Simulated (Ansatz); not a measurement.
## Data sheet: Ta$_{2}$O$_{5}$ (DFT)

Ta₂O₅:
```
Ta2O5
1.0
    3.83946     0.00000     0.00000
    0.00000     3.85986     0.00000
   -1.91608     0.00000     6.50390
Ta O
2 5
Direct
  0.64618   0.00000   0.79214
  0.35382   0.00000   0.20786
  0.64995   0.50000   0.79906
  0.35005   0.50000   0.20094
  0.18528   0.00000   0.87028
  0.81472   0.00000   0.12972
  0.50000   0.00000   0.50000
```

Space group Cmmm (No. 65); conventional cell a = 3.839 Å, b = 13.008 Å, c = 3.860 Å, α = 90.00°, β = 90.00°, γ = 90.00°.

Method: PBEsol in the plane-wave PAW code Ansatz. The cell and atoms are relaxed at this level. Other levels are named where they apply.

**Cell and energy**

Volume per atom: 13.77 Å³
Density: 7.61 g/cm³
Formation energy from the elements (no fitted shifts): -2.83 eV/atom

**Electronic structure**

- Band gap = 2.16 eV (indirect)
- Valence-band maximum = at E (k = 0.500, 0.500, 0.500 in fractions of the reciprocal vectors)
- Conduction-band minimum = at B (k = 0.000, 0.000, 0.500 in fractions of the reciprocal vectors)
- Smallest direct gap on the standard path = 2.78 eV
- Electron effective mass = 0.23, 0.32, 11 mₑ (principal values)
- Electron effective mass with spin–orbit coupling = 0.23, 0.35, 7.3 mₑ (principal values)
- HSE06 gap on the PBEsol cell = 3.64 eV
- Gap with spin–orbit coupling = 2.14 eV

**Dielectric response**

- Electronic dielectric constant ε∞ (DFPT): 4.73 (xx), 6.74 (yy), 4.76 (zz)
- Born charges (a third of the trace): Ta +7.98, O -3.48 to -2.90 e

**Phonons**

- Highest zone-centre frequency (without LO–TO term): 849 cm⁻¹
- Zone-centre stability: unstable, softest mode 23i cm⁻¹

The workflow started from a Materials Project entry (that database holds measured and hypothetical structures alike); the Crystallography Open Database copy checked does not list it. COD files the formula under space group No. 49. Whether it is the stable phase at ambient conditions was not checked. The cell was relaxed with PBEsol under the symmetry of its start; phonons show weakly imaginary modes. No spin polarisation was allowed. Point labels and valley counts follow the cell and symmetry of the run, lower than the named group. The references are the lowest solids computed at this level, not always the standard phases (solids in place of the gases). Spin–orbit coupling is left out wherever it is not named.

Potentials: the later of the program's two PAW sets.
